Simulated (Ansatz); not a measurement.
Starting cell, Sn (beta-Sn type, space group I4_1/amd):

```yaml
crystal:
  lattice:
    - [-2.97355, 2.97355, 1.60610]
    - [2.97355, -2.97355, 1.60610]
    - [2.97355, 2.97355, -1.60610]
  atoms:
    - { symbol: Sn, position: [0.75000, 0.25000, 0.50000] }
    - { symbol: Sn, position: [0.00000, 0.00000, 0.00000] }
```

Scan: atom 2 (Sn, nearest neighbour Sn at 3.080 Å; its periodic images, 3.2 Å or more away, move with it) is displaced along Cartesian [110], direction (0.707, 0.707, 0.000) in Cartesian axes, by s. The other atoms stay.

Computed with PBE (plane waves to 420 eV, PAW, scalar-relativistic; Ansatz, a quantum-chemistry and plane-wave program). k mesh 13×13×13 (Γ-centred), Fermi-Dirac smearing 0.05 eV. The energy includes the smearing's −TS. With partly filled bands, energies and forces of such displacements shift with the k mesh and the smearing. Sn was relaxed with its symmetry unable to fall. The PAW data are Ansatz's earlier set. The zero of ΔE is the undisplaced structure. The last digit holds for this mesh only.

```json
[
 {"s (Å)": "-0.920", "ΔE (meV/cell)": "1511.2"},
 {"s (Å)": "-0.736", "ΔE (meV/cell)": "943.8"},
 {"s (Å)": "-0.552", "ΔE (meV/cell)": "516.4"},
 {"s (Å)": "-0.368", "ΔE (meV/cell)": "221.0"},
 {"s (Å)": "-0.184", "ΔE (meV/cell)": "54.1"},
 {"s (Å)": "0.000", "ΔE (meV/cell)": "0.0"},
 {"s (Å)": "0.184", "ΔE (meV/cell)": "54.1"},
 {"s (Å)": "0.368", "ΔE (meV/cell)": "221.0"},
 {"s (Å)": "0.552", "ΔE (meV/cell)": "516.4"},
 {"s (Å)": "0.736", "ΔE (meV/cell)": "943.8"},
 {"s (Å)": "0.920", "ΔE (meV/cell)": "1511.2"}
]
```

**Question.** What force constant k = d²E/ds² at s = 0 does the table give?

**Answer.** 3.2 eV/Å². It is the second difference of the nearest points, corrected with the next pair.

**Question.** With k = 3.14 eV/Å² from the forces, is the well harmonic out to s = 0.920 Å?

**Answer.** ½ks² = 1330 meV/cell against the computed 1511 meV/cell, so the well is stiffer than harmonic there.

(For displaced atoms, the force is minus the slope of the energy, and its curvature is a force constant, which sets phonon frequencies.)
